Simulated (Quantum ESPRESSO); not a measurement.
# WHfRh2Ag4: a guest atom moved from site to site

Simulated, not a measurement. The program is pw.x of Quantum ESPRESSO 7.5 (plane-wave density functional theory). The cell is made up: eight metal atoms on a face-centred cubic lattice, with elements, volume, strain and displacements drawn at random and not relaxed, so it may be unstable or far from any real phase. PseudoDojo standard norm-conserving files set the functional (PBE unless stated); there is no spin polarisation or spin-orbit coupling, the Fermi-Dirac width of 0.25 eV means electrons at about 2900 K, and the masses in the input are unused placeholders. Heavy elements are run without spin-orbit coupling, which real alloys of them have. A spin test at this wide smearing found no moment, but such smearing suppresses magnetism that the real alloy may have.

The runs move one Rh atom among sites that otherwise hold Ag. Cell, positions, cutoff, mesh and smearing stay as in the input of run 1; sites are counted in its order. Stress in the tables is positive in tension.

Input of run 1:

```
&control calculation='scf', pseudo_dir='./dojo.nc.sr.pbe.v0_5.standard.upf', outdir='./o', disk_io='minimal', tprnfor=.true., tstress=.true. /
&system ibrav=0, nat=8, ntyp=4, nbnd=81, ecutwfc=87.97787729, nosym=.true., tot_charge=0,
 occupations='smearing', smearing='fd', degauss=0.0183746611
/
&electrons conv_thr=1.470e-08, electron_maxstep=70, mixing_beta=0.5 /
ATOMIC_SPECIES
Ag 1.0 Ag.upf
Hf 1.0 Hf.upf
Rh 1.0 Rh.upf
W 1.0 W.upf
CELL_PARAMETERS angstrom
2.064 4.1279 2.064
2.064 -4.1279 2.064
4.1279 0.0 -4.1279
ATOMIC_POSITIONS angstrom
W 0.0031 0.0959 -0.1651
Hf 2.0534 -0.0429 -2.0828
Rh 2.2236 -2.0649 -0.0252
Rh 4.1378 -1.9819 -1.9931
Ag 2.0083 1.9197 0.1218
Ag 4.2434 2.2813 -2.0386
Ag 1.9 -0.0693 1.975
Ag 4.1918 0.05 -0.1309
K_POINTS automatic
5 5 4 1 1 1
```

```
run  elements on sites 1 to 8  free energy less that of run 1 (eV)  -TS (eV)  pressure (GPa)  stress xx (GPa)  stress yy (GPa)  stress zz (GPa)  stress yz (GPa)  stress xz (GPa)  stress xy (GPa)  iterations
  1    W Hf Rh Rh Ag Ag Ag Ag                                0.000    -1.338           -2.79             2.45             3.78             2.13            -4.50            -0.31            -4.52          15
  2    W Hf Rh Ag Rh Ag Ag Ag                               -0.185    -1.261           -3.06             2.41             4.92             1.87            -0.51            -0.11             0.50          14
  3    W Hf Rh Ag Ag Rh Ag Ag                               -0.170    -1.258           -2.98             1.72             4.61             2.60            -0.93             0.31             0.23          15
  4    W Hf Rh Ag Ag Ag Rh Ag                                0.460    -1.428           -2.55             3.30             0.36             3.98            -2.73             2.40            -2.42          14
  5    W Hf Rh Ag Ag Ag Ag Rh                                0.452    -1.473           -2.38             2.75             1.24             3.14            -3.06             2.23            -1.40          15
```

Forces Fx Fy Fz (eV/Å):

| site | run 1 | run 2 | run 3 | run 4 | run 5 |
| --- | --- | --- | --- | --- | --- |
| 1 | -0.40 0.21 0.22 | 1.16 0.26 -0.61 | -0.82 -0.61 0.11 | 0.37 -0.10 0.10 | 0.17 0.06 -0.35 |
| 2 | 0.35 0.64 0.10 | -0.51 0.89 0.87 | 0.04 0.21 -0.43 | -0.25 0.82 0.50 | -0.04 0.87 0.46 |
| 3 | -1.10 -0.36 0.56 | -1.15 -0.46 0.61 | -1.18 -0.51 0.78 | -1.26 -0.32 0.87 | -0.95 -0.41 0.59 |
| 4 | 0.31 -0.86 -0.92 | 0.40 -0.83 -0.91 | 0.44 -0.75 -0.87 | 0.47 -0.78 -1.00 | 0.30 -0.78 -0.79 |
| 5 | 0.75 0.97 -0.40 | 0.15 0.64 -0.49 | 0.81 0.94 -0.43 | 0.63 0.97 -0.38 | 0.82 0.93 -0.48 |
| 6 | -0.63 -1.26 -0.43 | -0.67 -1.28 -0.39 | 0.02 -0.03 -0.01 | -0.52 -1.28 -0.49 | -0.64 -1.27 -0.36 |
| 7 | 1.03 0.39 0.03 | 1.22 0.40 -0.17 | 1.01 0.42 0.01 | 0.97 0.39 -0.49 | 1.05 0.41 -0.03 |
| 8 | -0.32 0.27 0.84 | -0.59 0.38 1.08 | -0.32 0.32 0.84 | -0.41 0.30 0.88 | -0.71 0.20 0.96 |

The sites are displaced and not relaxed, so the energy differences mix bonding between neighbours with strain and are not ordering energies. A rerun of one cell of this series at a higher cutoff and on a denser mesh moved values by no more than 0.005 eV in energy, 0.05 GPa in stress and 0.007 eV/Å in force, and a second program with other atomic files agreed on that cell to 2 % rms in force and 0.5 GPa in pressure.